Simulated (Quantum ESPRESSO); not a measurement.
## Ru2Pd3Cu2Ir (input and log of a self-consistent run)

Computed values, not a measurement. The program is pw.x of Quantum ESPRESSO 7.5 (plane-wave density functional theory). The cell is made up: eight metal atoms on a face-centred cubic lattice, with elements, volume, strain and displacements drawn at random and not relaxed, so it may be unstable or far from any real phase. PseudoDojo standard norm-conserving files set the functional (PBE unless stated); there is no spin polarisation or spin-orbit coupling, the Fermi-Dirac width of 0.25 eV means electrons at about 2900 K, and the masses in the input are unused placeholders. The copper pseudopotential is less sure than most, with forces differing by about three percent and pressure by about two GPa from a second method on plain copper. Heavy elements are run without spin-orbit coupling, which real alloys of them have. A spin test at this wide smearing found no moment, but such smearing suppresses magnetism that the real alloy may have.

Input:

```
&control calculation='scf', pseudo_dir='./dojo.nc.sr.pbe.v0_5.standard.upf', outdir='./o', disk_io='minimal', tprnfor=.true., tstress=.true. /
&system ibrav=0, nat=8, ntyp=4, nbnd=87, ecutwfc=92.02030273, nosym=.true., tot_charge=0,
 occupations='smearing', smearing='fd', degauss=0.0183746611
/
&electrons conv_thr=1.470e-08, electron_maxstep=70, mixing_beta=0.5 /
ATOMIC_SPECIES
Cu 1.0 Cu.upf
Ir 1.0 Ir.upf
Pd 1.0 Pd.upf
Ru 1.0 Ru.upf
CELL_PARAMETERS angstrom
-0.0076 -1.903 -1.8942
-5.6225 -1.9163 -0.0095
-1.8905 3.8533 -5.7375
ATOMIC_POSITIONS angstrom
Ru 0.0089 0.0133 0.0284
Pd -1.8804 1.9841 -3.7853
Cu -1.9409 -0.0454 -1.9016
Cu -3.7955 1.8428 -5.7032
Ru -3.7425 -0.0684 -3.865
Pd -3.8089 -1.8248 -1.9344
Ir -5.6025 0.0752 -5.7199
Pd -5.535 -1.9047 -3.8163
K_POINTS automatic
9 4 4 1 1 1
```

The log is shortened where brackets say so; the opening notice, blank lines, dates and the lines on written files are dropped, and the path of the files is cut. It prints rydbergs, bohrs and kilobars, and counts compression as positive stress. Its total energy is the free energy E - TS of the whole cell.

```
     Program PWSCF v.7.5
     Parallel version (MPI & OpenMP), running on       4 processor cores
     Number of MPI processes:                 4
     Threads/MPI process:                     1
     [start-up lines left out]
     bravais-lattice index     =            0
     lattice parameter (alat)  =       5.0740  a.u.
     unit-cell volume          =     736.7256 (a.u.)^3
     number of atoms/cell      =            8
     number of atomic types    =            4
     number of electrons       =       141.00
     number of Kohn-Sham states=           87
     kinetic-energy cutoff     =      92.0203  Ry
     charge density cutoff     =     368.0812  Ry
     scf convergence threshold =      1.5E-08
     mixing beta               =       0.5000
     number of iterations used =            8  plain     mixing
     Exchange-correlation= PBE
                           (   1   4   3   4   0   0   0)
     [axes and pseudopotential details left out]
   Cartesian axes
     site n.     atom                  positions (alat units)
         1        Ru     tau(   1) = (   0.0033147   0.0049534   0.0105771  )
         2        Pd     tau(   2) = (  -0.7003238   0.7389451  -1.4097721  )
         3        Cu     tau(   3) = (  -0.7228560  -0.0169085  -0.7082193  )
         4        Cu     tau(   4) = (  -1.4135710   0.6863203  -2.1240622  )
         5        Ru     tau(   5) = (  -1.3938320  -0.0254744  -1.4394551  )
         6        Pd     tau(   6) = (  -1.4185616  -0.6796165  -0.7204352  )
         7        Ir     tau(   7) = (  -2.0865581   0.0280070  -2.1302818  )
         8        Pd     tau(   8) = (  -2.0614189  -0.7093739  -1.4213176  )
     number of k points=    72  Fermi-Dirac smearing, width (Ry)=  0.0184
                       cart. coord. in units 2pi/alat
        k(    1) = (  -0.0520373  -0.0221866  -0.0562520), wk =   0.0277778
        k(    2) = (  -0.0742450   0.0432973  -0.1219510), wk =   0.0277778
     [further k points left out]
     Dense  grid:    87897 G-vectors     FFT dimensions: (  32,  72,  90)
     Estimated max dynamical RAM per process >     437.00 MB
     Estimated total dynamical RAM >       1.64 GB
     Initial potential from superposition of free atoms
     starting charge     140.9971, renormalised to     141.0000
     Starting wfcs are   77 randomized atomic wfcs +   10 random wfcs
     total cpu time spent up to now is        8.4 secs
     per-process dynamical memory:   359.0 Mb
     Self-consistent Calculation
     iteration #  1     ecut=    92.02 Ry     beta= 0.50
     Davidson diagonalization with overlap
     ethr =  1.00E-02,  avg # of iterations =  3.1
     total cpu time spent up to now is       33.1 secs
     total energy              =   -2199.29036168 Ry
     estimated scf accuracy    <      11.03323022 Ry
     iteration #  2     ecut=    92.02 Ry     beta= 0.50
     Davidson diagonalization with overlap
     ethr =  7.82E-03,  avg # of iterations =  3.0
     total cpu time spent up to now is       58.2 secs
     total energy              =   -2198.97979220 Ry
     estimated scf accuracy    <      82.71670843 Ry
     iteration #  3     ecut=    92.02 Ry     beta= 0.50
     Davidson diagonalization with overlap
     ethr =  7.82E-03,  avg # of iterations =  3.3
     total cpu time spent up to now is       83.3 secs
     total energy              =   -2204.11363266 Ry
     estimated scf accuracy    <      31.42819670 Ry
     iteration #  4     ecut=    92.02 Ry     beta= 0.50
     Davidson diagonalization with overlap
     ethr =  7.82E-03,  avg # of iterations =  1.8
     total cpu time spent up to now is      102.3 secs
     total energy              =   -2205.51157548 Ry
     estimated scf accuracy    <       8.99841354 Ry
     iteration #  5     ecut=    92.02 Ry     beta= 0.50
     Davidson diagonalization with overlap
     ethr =  6.38E-03,  avg # of iterations =  1.0
     total cpu time spent up to now is      120.1 secs
     total energy              =   -2205.69027169 Ry
     estimated scf accuracy    <       4.94099914 Ry
     [iterations 6 to 19 left out]
     iteration # 20     ecut=    92.02 Ry     beta= 0.50
     Davidson diagonalization with overlap
     ethr =  4.44E-09,  avg # of iterations =  1.0
     total cpu time spent up to now is      407.7 secs
     total energy              =   -2205.96121921 Ry
     estimated scf accuracy    <       0.00000131 Ry
     iteration # 21     ecut=    92.02 Ry     beta= 0.50
     Davidson diagonalization with overlap
     ethr =  9.26E-10,  avg # of iterations =  1.1
     total cpu time spent up to now is      426.5 secs
     total energy              =   -2205.96121929 Ry
     estimated scf accuracy    <       0.00000055 Ry
     iteration # 22     ecut=    92.02 Ry     beta= 0.50
     Davidson diagonalization with overlap
     ethr =  3.89E-10,  avg # of iterations =  2.0
     total cpu time spent up to now is      446.1 secs
     total energy              =   -2205.96121932 Ry
     estimated scf accuracy    <       0.00000072 Ry
     iteration # 23     ecut=    92.02 Ry     beta= 0.50
     Davidson diagonalization with overlap
     ethr =  3.89E-10,  avg # of iterations =  1.0
     total cpu time spent up to now is      464.5 secs
     total energy              =   -2205.96121937 Ry
     estimated scf accuracy    <       0.00000017 Ry
     iteration # 24     ecut=    92.02 Ry     beta= 0.50
     Davidson diagonalization with overlap
     ethr =  1.23E-10,  avg # of iterations =  1.0
     total cpu time spent up to now is      482.7 secs
     End of self-consistent calculation
     [lines on levels left out]
!    total energy              =   -2205.96121938 Ry
     estimated scf accuracy    <       0.00000001 Ry
     smearing contrib. (-TS)   =      -0.13008510 Ry
     internal energy E=F+TS    =   -2205.83113428 Ry
     The total energy is F=E-TS. E is the sum of the following terms:
     one-electron contribution =    -765.58719676 Ry
     hartree contribution      =     481.32282051 Ry
     xc contribution           =    -332.43468751 Ry
     ewald contribution        =   -1589.13207052 Ry
     convergence has been achieved in  24 iterations
     Forces acting on atoms (cartesian axes, Ry/au):
     atom    1 type  4   force =    -0.01568510   -0.01093295    0.00565630
     atom    2 type  3   force =    -0.01199194   -0.01929003   -0.00902586
     atom    3 type  1   force =     0.03141486    0.00330569    0.00179990
     atom    4 type  1   force =     0.01423475    0.03721293   -0.01650419
     atom    5 type  4   force =     0.00760583    0.04813290   -0.00457969
     atom    6 type  3   force =     0.07672624   -0.05809781    0.03895489
     atom    7 type  2   force =    -0.00372847   -0.00780933   -0.01294590
     atom    8 type  3   force =    -0.09857618    0.00747860   -0.00335547
     Total force =     0.164493     Total SCF correction =     0.000915
     Computing stress (Cartesian axis) and pressure
          total   stress  (Ry/bohr**3)                   (kbar)     P=      111.84
   0.00085148   0.00001352  -0.00004005          125.26        1.99       -5.89
   0.00001352   0.00070321   0.00005382            1.99      103.45        7.92
  -0.00004005   0.00005382   0.00072617           -5.89        7.92      106.82
     init_run     :      7.50s CPU      7.79s WALL (       1 calls)
     electrons    :    464.32s CPU    474.29s WALL (       1 calls)
     forces       :      2.61s CPU      2.61s WALL (       1 calls)
     stress       :      9.23s CPU      9.23s WALL (       1 calls)
     [timing details left out]
     PWSCF        :   8m 4.25s CPU   8m14.60s WALL
     JOB DONE.
```

In other units: free energy -30013.631 eV for the cell, pressure 11.18 GPa, largest force component 2.534 eV/Å in size. The run took 496 s of wall time with four MPI processes on a shared machine (Intel Xeon, 2023 or later, virtual cores), so the time is rough. A rerun of this cell at a higher cutoff and on a denser mesh moved values by no more than 0.011 eV in energy, 0.07 GPa in stress and 0.007 eV/Å in force, and a second program with other atomic files agreed on that cell to 2 % rms in force and 0.5 GPa in pressure.